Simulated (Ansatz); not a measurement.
Na₂Te (anti-fluorite), conventional cell a = b = c = 7.2786 Å, α = β = γ = 90.00°. The calculation uses the primitive cell of 3 atoms, to which meshes and values per cell refer.

The volume is varied about the relaxed value V₀ at fixed cell shape. Symmetry pins the atoms to their sites.

Calculation: r2SCAN (plane waves to 500 eV, PAW, scalar-relativistic; Ansatz, a program for electronic structure). k mesh 8×8×8 (Γ-centred), Fermi-Dirac smearing 0.05 eV. Energies are smeared free energies. Na2Te was relaxed with its symmetry unable to fall. Spin-orbit coupling is left out, though Te is heavy. The zero of ΔE is the relaxed starting cell.

| V (Å³/atom) | ΔE (meV/atom) |
|---|---|
| 28.921 | 25.0 |
| 29.564 | 15.4 |
| 30.206 | 8.3 |
| 30.849 | 3.6 |
| 31.492 | 0.9 |
| 32.134 | 0.0 |
| 32.777 | 0.8 |
| 33.420 | 3.1 |
| 34.063 | 6.7 |
| 34.705 | 11.6 |
| 35.348 | 17.5 |

What is the fitted pressure derivative B₀′?

4.3.

What bulk modulus B₀ follows from a third-order Birch-Murnaghan fit?

20.7 GPa.

(Under strain, the slope of the energy per volume gives the stress and its curvature an elastic modulus.)
